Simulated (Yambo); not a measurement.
Consider the following.

```xyz
3
Lattice="3.8920 0.0000 0.0000 -1.9460 3.3044 0.0000 0.0000 0.0000 15.9000" Properties=species:S:1:pos:R:3 pbc="T T T"
Cl     1.9460     1.1007     1.4099
Cl     0.0000     2.2037    -1.4099
Cd     0.0000     0.0000     0.0000
```

Workflow: PBEsol (pw.x of Quantum ESPRESSO, ONCV potentials, without SOC), then G0W0 in Yambo (6×6×1 Γ-centred k mesh, bands 5 to 102 and a 6 Ry block in the screening, 102 bands in G with the Bruneval-Gonze terminator, plasmon pole fitted at 27.2 eV, slab-truncated Coulomb interaction, stochastic integration of W near q = 0).

Q: Give the PBEsol and G0W0 gaps between the band edges found on this mesh, and say where the edges lie.

A: Edges: Γ → Γ. PBEsol: 3.95 eV; G0W0: 7.00 eV. Convergence of the G0W0 settings was not tested. Spin-orbit splittings are left out.

Geometry strained from the cell relaxed with PBEsol, atoms relaxed again.

This is a model layer cut from the bulk structure; whether it is stable on its own was not checked.
